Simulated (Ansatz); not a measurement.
ZnInGaO$_{4}$ (InGaZnO4 type, space group R3m)

```xyz
7
Lattice="1.6555 0.9558 8.5874 -1.6555 0.9558 8.5874 0.0000 -1.9116 8.5874" Properties=species:S:1:pos:R:3 pbc="T T T"
In     0.0000     0.0000    25.6832
Ga     0.0000     0.0000     5.4847
Zn     0.0000     0.0000    20.1271
O      0.0000     0.0000     3.5170
O      0.0000     0.0000    22.6441
O      0.0000     0.0000     7.4355
O      0.0000     0.0000    18.1573
```

The slice is a (1 -1 0 2) plane (indices of the conventional cell) through the point (0.781, 0.781, 0.781) (fractional), spanned by u = [1 0 -1] and v = [010] in vectors of this cell: u (3.31 Å) and v (8.80 Å, at 90° to u). It covers one period; positions are fractions (u, v).

Calculation: r2SCAN (plane waves to 500 eV, PAW, scalar-relativistic; Ansatz, a first-principles code). k mesh 12×12×12. Inside the PAW spheres the values are not all-electron values, and peaks at nuclei hang on which shells count as valence. The PAW data are Ansatz's earlier set. ZnInGaO4 was relaxed with its symmetry unable to fall.

Q: Around which element is the density of the lowest conduction band (whole band as if filled, smooth part) largest on this plane?

A: O. Mean over a disc round each atom, of radius 0.45 times the shortest bond: O 0.070, Zn 0.007 e/Å³.

Q: Around which element is the density of the highest valence band (whole band, smooth part) largest on this plane?

A: O. Mean over a disc round each atom, of radius 0.45 times the shortest bond: O 0.062, Zn 0.011 e/Å³.

Q: Predict the map of the electron localisation function (ELF) on the slice.

A: 
```
v \ u  0.00  0.22  0.44  0.67  0.89
-----  ----  ----  ----  ----  ----
0.92   0.10  0.12  0.04  0.08  0.12
0.83   0.82  0.61  0.03  0.24  0.79
0.75   0.81  0.69  0.05  0.27  0.82
0.67   0.23  0.09  0.11  0.06  0.19
0.58   0.09  0.35  0.80  0.76  0.09
0.50   0.04  0.64     x  0.81  0.15
0.42   0.09  0.09  0.45  0.30  0.06
0.33   0.78  0.29  0.05  0.15  0.73
0.25   0.81  0.44  0.12  0.16  0.80
0.17   0.23  0.06  0.35  0.15  0.15
0.08   0.12  0.12  0.72  0.49  0.13
0.00      x  0.11  0.38  0.13     x
```

Values: electron localisation function (ELF). Points within 0.4 Å of a nucleus are blanked (x), as the pseudised field means little there.
